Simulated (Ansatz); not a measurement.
Computed with DFT PBE, scalar-relativistic, plane waves, PAW in Ansatz. All cells share a 420 eV cutoff and Γ-centred k meshes spaced at most about 0.3 Å⁻¹ (about 0.25 or finer for metals, 2π included). No spin polarisation in the final relaxations.

These are static total energies at zero pressure.

Two forms of Si2Ge3 were relaxed alike.

A. Space group P4mm (No. 99), tetragonal, a = 4.113 Å, c = 6.439 Å. Si on its first site has 5 Ge at 2.47–2.55 Å; Si on its second site has 4 Ge at 2.71 Å and 4 Ge at 2.99 Å; Ge on a site of symmetry 2mm has 2 Si at 2.55 Å, 2 Si at 2.71 Å, 4 Ge at 2.91 Å and 2 Ge at 3.20 Å; around Ge on a site of symmetry 4mm lie 1 Si at 2.47 Å, 4 Si at 2.99 Å and 4 Ge at 3.20 Å.

B. Space group P6/mmm (No. 191), hexagonal, a = 5.491 Å, c = 4.676 Å. Si on its first site has 2 Si at 2.34 Å and 6 Ge at 2.75 Å; around Si on its second site lie 2 Si at 2.34 Å; Ge is surrounded by 2 Si at 2.75 Å and 4 Ge at 2.75 Å.

Task: Which would you expect to be lower, and how large is the difference?

Result: A is lower, by 298 meV/atom. A has space group P4mm (No. 99), 21.8 Å³/atom and no gap on its mesh; B has space group P6/mmm (No. 191), 24.4 Å³/atom and no gap. Counting Ge atoms around Si (those within 1.25 times the shortest such distance or 1.15 times the sum of covalent radii; a plus sign parts nearer from farther groups; the shortest distance is added where it is long for a bond; a slash parts the counts of unlike sites), A has Si 5/4+4 and B has Si 6 from 2.7 Å/12 from 3.6 Å. The denser one is the lower, and pressure would at first widen the difference. Even the lower one lies +0.51 eV/atom against the reference forms of the elements (uncorrected), so neither is stable at this level. Both come from invented guesses. A third cell relaxed alike, in P-3m1, lies 163 meV/atom below the lower of the two.

Cells relaxed within their symmetry can be saddle points.
